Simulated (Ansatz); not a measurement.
AlCo, in the lowest of the structures calculated here: Pm-3m (No. 221), cP2, CsCl type; a = b = c = 2.823 Å, α = β = γ = 90.00°; Al 1a (0.000, 0.000, 0.000); Co 1b (0.500, 0.500, 0.500). Level of theory: PBEsol (plane waves to 420 eV, PAW, scalar-relativistic; Ansatz, a quantum-chemistry and plane-wave program). Element references, the lowest calculated here: Co (P6₃/mmc, ferromagnetic), Al (Fm-3m).

**Question.** What is the computed formation energy of this Pm-3m form of AlCo from the elements (PBEsol)?

**Answer.** -0.62 eV/atom.

Static energies, no anion corrections, no zero-point energy. Values are rounded to 0.01 eV/atom. The compounds carry no spin polarisation. A magnetic state may lie lower.
